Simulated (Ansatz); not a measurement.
Hg$_{2}$WO$_{4}$:
```
Hg2WO4
1.0
    4.37435     5.77587     0.00000
   -4.37435     5.77587     0.00000
   -2.05271     0.00000     4.47344
Hg W O
4 2 8
Cartesian
 -1.26861   4.50516   0.08915
 -0.78410   7.04659   4.38429
  0.24225   4.50516   2.14757
 -2.29496   7.04659   2.32587
 -0.51318  10.41235   1.11836
 -1.53953   1.13940   3.35508
  0.84213   9.31095   0.90552
 -2.89484   2.24080   3.56793
 -1.86848   9.31095   1.33121
 -0.18422   2.24080   3.14224
 -4.54757   5.20855   2.90503
  2.49486   6.34320   1.56841
  1.46851   5.20855   3.80514
 -3.52121   6.34320   0.66831
```

Relaxed with r²SCAN+D4. Special points in fractions of this cell's reciprocal vectors: Γ (0.000, 0.000, 0.000); A (0.000, 0.000, 0.500); I2 (0.386, 0.386, 0.500); I (-0.386, 0.614, 0.500); M2 (-0.500, 0.500, 0.500); Y (0.500, 0.500, 0.000); L2 (0.000, 0.500, 0.500); V2 (0.000, 0.500, 0.000).

Question: List the band energies nearest the valence-band maximum at these points for r²SCAN+D4 in the plane-wave PAW code Ansatz.

Answer: In eV from the valence-band maximum; about four levels below and three above (degenerate sets whole), none deeper than 8.9 eV; points with the same levels are listed once.

| k | below | above |
|---|---|---|
| Γ | -1.25 -1.19 -1.17 -0.64 | 3.12 3.28 3.33 |
| A | -1.18 -1.18 -0.70 -0.70 | 2.63 2.63 3.75 3.75 |
| I2 | -1.22 -1.22 -0.75 -0.75 | 2.27 2.27 3.73 3.73 |
| M2 | -1.20 -1.20 -0.76 -0.76 | 2.22 2.22 3.74 3.74 |
| Y | -1.44 -1.37 -1.35 -0.21 | 3.21 3.37 3.51 |
| L2 | -1.49 -1.21 -0.82 -0.44 | 2.61 2.87 3.66 |
| V2 | -1.30 -1.19 -1.13 -0.28 | 2.46 3.31 3.59 |

Space group C2/c. The workflow started from a Materials Project entry (that database holds measured and hypothetical structures alike); the Crystallography Open Database copy checked does not list it. Its standing as an ambient phase is unchecked. The cell was relaxed with r²SCAN+D4 under the symmetry of its start; its stability against distortions is not shown here. The run is not spin-polarised. No Hubbard U is applied. Spin–orbit coupling is left out wherever it is not named.

Potentials: the later of the program's two PAW sets.
